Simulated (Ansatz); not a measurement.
ZrO₂:
Space group Fm-3m (No. 225); a = 5.1158 Å, b = 5.1158 Å, c = 5.1158 Å, α = 90.00°, β = 90.00°, γ = 90.00°

| atom | site | symmetry | x | y | z |
|---|---|---|---|---|---|
| Zr | 4a | m-3m | 0.0000 | 0.0000 | 0.0000 |
| O | 8c | -43m | 0.2500 | 0.2500 | 0.2500 |
(The calculation used a cell of 3 atoms; values per cell refer to that cell.)

Relaxed with PBE.

**Question.** Which orbitals make up the states near the band edges in the program Ansatz at the PBE level (PAW)?

**Answer.** Top 1 eV of the valence band: O 2p 93 %. Bottom 1 eV of the conduction band: Zr 4d 87 %, O 2p 11 %. Projections are on Löwdin-orthogonalised atomic valence shells; empty p or d shells of many metals are not among them.

**Question.** Tabulate the density of states.

**Answer.** States/eV per cell of 3 atoms, in 0.25 eV bins, energy from the valence-band maximum.

| E (eV) | total | O 2p | Zr 4d | O 2s |
|---|---|---|---|---|
| -5.95 | 0.00 | 0.00 | 0.00 | 0.00 |
| -5.70 | 0.16 | 0.11 | 0.04 | 0.00 |
| -5.45 | 0.38 | 0.25 | 0.10 | 0.00 |
| -5.20 | 0.61 | 0.41 | 0.15 | 0.00 |
| -4.95 | 1.45 | 0.98 | 0.41 | 0.01 |
| -4.70 | 3.38 | 2.33 | 0.93 | 0.01 |
| -4.45 | 3.34 | 2.32 | 0.93 | 0.01 |
| -4.20 | 2.01 | 1.44 | 0.51 | 0.01 |
| -3.95 | 3.19 | 2.41 | 0.64 | 0.02 |
| -3.70 | 2.47 | 1.95 | 0.39 | 0.02 |
| -3.45 | 2.06 | 1.66 | 0.28 | 0.03 |
| -3.20 | 2.63 | 2.14 | 0.32 | 0.04 |
| -2.95 | 1.74 | 1.44 | 0.19 | 0.03 |
| -2.70 | 1.22 | 1.00 | 0.13 | 0.03 |
| -2.45 | 1.61 | 1.33 | 0.17 | 0.04 |
| -2.20 | 2.09 | 1.77 | 0.22 | 0.03 |
| -1.95 | 2.32 | 1.98 | 0.24 | 0.03 |
| -1.70 | 2.46 | 2.13 | 0.23 | 0.03 |
| -1.45 | 2.53 | 2.18 | 0.26 | 0.03 |
| -1.20 | 4.52 | 3.97 | 0.42 | 0.02 |
| -0.95 | 2.80 | 2.54 | 0.18 | 0.02 |
| -0.70 | 3.13 | 2.90 | 0.15 | 0.02 |
| -0.45 | 1.33 | 1.27 | 0.03 | 0.01 |
| -0.20 | 0.57 | 0.55 | 0.01 | 0.00 |
| 0.05 | 0.02 | 0.02 | 0.00 | 0.00 |
| 0.30 | 0.00 | 0.00 | 0.00 | 0.00 |
| 0.55 | 0.00 | 0.00 | 0.00 | 0.00 |
| 0.80 | 0.00 | 0.00 | 0.00 | 0.00 |
| 1.05 | 0.00 | 0.00 | 0.00 | 0.00 |
| 1.30 | 0.00 | 0.00 | 0.00 | 0.00 |
| 1.55 | 0.00 | 0.00 | 0.00 | 0.00 |
| 1.80 | 0.00 | 0.00 | 0.00 | 0.00 |
| 2.05 | 0.00 | 0.00 | 0.00 | 0.00 |
| 2.30 | 0.00 | 0.00 | 0.00 | 0.00 |
| 2.55 | 0.00 | 0.00 | 0.00 | 0.00 |
| 2.80 | 0.00 | 0.00 | 0.00 | 0.00 |
| 3.05 | 0.00 | 0.00 | 0.00 | 0.00 |
| 3.30 | 0.03 | 0.00 | 0.03 | 0.00 |
| 3.55 | 0.35 | 0.01 | 0.34 | 0.00 |
| 3.80 | 2.72 | 0.18 | 2.49 | 0.01 |
| 4.05 | 5.97 | 0.76 | 5.05 | 0.04 |
| 4.30 | 3.73 | 0.46 | 3.22 | 0.01 |
| 4.55 | 3.20 | 0.25 | 2.91 | 0.00 |
| 4.80 | 0.00 | 0.00 | 0.00 | 0.00 |
| 5.05 | 0.00 | 0.00 | 0.00 | 0.00 |
| 5.30 | 0.00 | 0.00 | 0.00 | 0.00 |
| 5.55 | 0.00 | 0.00 | 0.00 | 0.00 |
| 5.80 | 0.31 | 0.01 | 0.24 | 0.06 |
| 6.05 | 3.15 | 0.16 | 2.35 | 0.47 |
| 6.30 | 1.90 | 0.18 | 1.33 | 0.24 |
| 6.55 | 2.01 | 0.27 | 1.35 | 0.21 |
| 6.80 | 2.08 | 0.34 | 1.33 | 0.18 |
| 7.05 | 2.08 | 0.38 | 1.20 | 0.18 |
| 7.30 | 2.82 | 0.65 | 1.88 | 0.09 |
| 7.55 | 2.53 | 0.65 | 1.70 | 0.05 |
| 7.80 | 2.24 | 0.62 | 1.48 | 0.03 |
| 8.05 | 2.09 | 0.62 | 1.35 | 0.02 |

This is a known high-temperature phase of the composition, computed here at zero pressure and temperature. The cell was relaxed with PBE under the symmetry of its start; its stability against distortions is not shown here. No spin polarisation was allowed. Spin–orbit coupling is left out wherever it is not named.

Potentials: the later of the program's two PAW sets.
